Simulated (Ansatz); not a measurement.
Here is the system:

Pt:
```cif
data_Pt2
_chemical_formula_sum 'Pt2'
_space_group_name_H-M_alt 'P 1'
_space_group_IT_number 1
_cell_length_a 4.08379
_cell_length_b 4.08379
_cell_length_c 4.08379
_cell_angle_alpha 60.000
_cell_angle_beta 60.000
_cell_angle_gamma 60.000
loop_
_space_group_symop_operation_xyz
  'x, y, z'
loop_
_atom_site_label
_atom_site_type_symbol
_atom_site_fract_x
_atom_site_fract_y
_atom_site_fract_z
_atom_site_occupancy
Pt1 Pt 0.25000 0.25000 0.25000 1
Pt2 Pt 0.00000 0.00000 0.00000 1
```

This is the PBE-relaxed structure.

Question: All from PBE in the plane-wave PAW code Ansatz, unless another level is named. Estimate the highest zone-centre frequency.

Answer: 170 cm⁻¹.

Question: Next, the bulk modulus (Birch–Murnaghan fit)?

Answer: 115 GPa.

Space group Fd-3m (diamond). The cell is a constructed one: a structure type filled with these elements; neither database checked (COD, Materials Project) lists it. It is not the phase usual at ambient conditions (space group No. 225). The cell was relaxed with PBE under the symmetry of its start. At this level the phase is mechanically unstable. No spin polarisation was allowed. As this level gives no gap, phonon frequencies hold no LO–TO term and depend on the k-mesh and smearing (Fermi–Dirac, 0.1 eV here). On the denser mesh and wider smearing of the elastic run this cell carries a stress of 0.3 GPa. Spin–orbit coupling is left out wherever it is not named.

Potentials: the later of the program's two PAW sets.
